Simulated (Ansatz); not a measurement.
SrLiSbS3 — ⁸⁷Sr nuclear quadrupole resonance

Cell: a diffraction structure from the COD whose atoms were relaxed with PBE, the cell held.

Space group P2_1/c (No. 14); a = 5.9300, b = 12.3260, c = 7.9410 Å, β = 90.31°.

| site | Wyckoff | site symmetry | x | y | z |
| --- | --- | --- | --- | --- | --- |
| Li | 4e | 1 | 0.2380 | 0.7305 | 0.3547 |
| Sr | 4e | 1 | 0.7540 | 0.5756 | 0.1493 |
| Sb | 4e | 1 | 0.7321 | 0.9070 | 0.1465 |
| S13 | 4e | 1 | 0.3212 | 0.8795 | 0.1332 |
| S17 | 4e | 1 | 0.8137 | 0.7682 | 0.3676 |
| S21 | 4e | 1 | 0.7423 | 0.0676 | 0.3442 |

One atom of each set is listed.

Method: Kohn–Sham DFT in Ansatz, r2SCAN, plane waves and PAW, scalar-relativistic, 500 eV cutoff, Γ-centred 5×3×4 k-points, Fermi–Dirac smearing 0.02 eV.

⁸⁷Sr: I = 9/2, Q = 305.0 mb (year-2017 value). Static lattice, zero field.

Question: The simulated lines lie at 1.72, 2.15, 2.58, 3.57 MHz. What are |C_Q|, η and |V_zz| at Sr?

Answer: For I = 9/2 and η = 0 the lines are |C_Q|/24 times 1, 2, 3 and 4; η shifts the lowest up most. Here |C_Q| = 21.9 MHz, η = 0.54 and |V_zz| = 2.97 × 10²¹ V/m². The calculation gives V_zz negative; the lines don't show the sign. The site has 6 S at 2.95–3.01 Å.

The largest force is 0.3 eV/Å, so the atoms aren't at the calculated equilibrium and relaxing them would move these values. Without spin–orbit coupling (the program notes it for Sr) the gradients are little affected as a rule: paired runs on crystals with a gap mostly move them by under 2 % at such atoms.

The run took 3.4 min of wall time (6.7 min of CPU time) and 2.9 GiB at its peak, on 2 threads of Arm Neoverse V1 (aarch64; 8 cores open to the job, memory cap 5.0 GiB, no GPU), a shared host with a load of 0.8 a core.
